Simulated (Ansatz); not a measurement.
TiO₂:
```
TiO2
1.0
    6.09539     1.86666     0.00000
   -6.09539     1.86666     0.00000
   -1.91885     0.00000     6.27453
Ti O
4 8
Direct
  0.80553   0.19447   0.71733
  0.19447   0.80553   0.28267
  0.10061   0.89939   0.70958
  0.89939   0.10061   0.29042
  0.05833   0.94167   0.37059
  0.94167   0.05833   0.62941
  0.63853   0.36147   0.70588
  0.36147   0.63853   0.29412
  0.13294   0.86706   0.00369
  0.86706   0.13294   0.99631
  0.73605   0.26395   0.34702
  0.26395   0.73605   0.65298
```

Relaxed with r²SCAN.

### Question
Give the Bader charges and basin volumes of the independent atoms, DFT-r²SCAN in the program Ansatz with PAW potentials.

### Answer


```json
[
 {"atom": "Ti1", "Bader charge (e)": "+2.34", "Bader volume (Å³)": "7.1"},
 {"atom": "Ti3", "Bader charge (e)": "+2.36", "Bader volume (Å³)": "7.0"},
 {"atom": "O5", "Bader charge (e)": "-1.19", "Bader volume (Å³)": "14.3"},
 {"atom": "O7", "Bader charge (e)": "-1.19", "Bader volume (Å³)": "13.2"},
 {"atom": "O9", "Bader charge (e)": "-1.08", "Bader volume (Å³)": "16.5"},
 {"atom": "O11", "Bader charge (e)": "-1.25", "Bader volume (Å³)": "12.4"}
]
```

Space group C2/m. The first step of the workflow began from a Materials Project structure, measured or hypothetical; the Crystallography Open Database copy checked does not list it. It is not the phase usual at ambient conditions (space group No. 61, 136, 141). The r²SCAN relaxation kept the symmetry of its start; its stability against distortions is not shown here. No spin polarisation was allowed.

Potentials: the earlier of the program's two PAW sets.
